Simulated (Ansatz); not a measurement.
Simulated powder pattern, Cu Kα1, λ = 1.54056 Å (kinematic, ideal powder, no thermal factors, no anomalous dispersion; the 30 strongest lines at most, above 1 %, up to 2θ = 90°):

```
2θ (°)  d (Å)  I/Imax (%)
------  -----  ----------
31.09   2.874          20
44.54   2.032         100
55.31   1.659         4.4
64.82   1.437          15
73.63   1.285         4.8
82.06   1.173          29
```

The pattern belongs to a structure relaxed with the program Ansatz at the PBE level (PAW).

Which compound is it?
A) CsBr, CsCl type
B) AlFe, CsCl type
C) FeO, rock salt
D) AlNi, CsCl type

B, AlFe, CsCl type

Give the lattice parameters.

a = 2.874 Å.

Space group Pm-3m (CsCl type). Symmetry was held in the PBE relaxation. Spin order of the final state: ferromagnetic, chosen from 4 collinear starts compared on coarse meshes (ties went to the first, and starts can fall back to one state), not a proven ground state.

Potentials: the later of the program's two PAW sets.
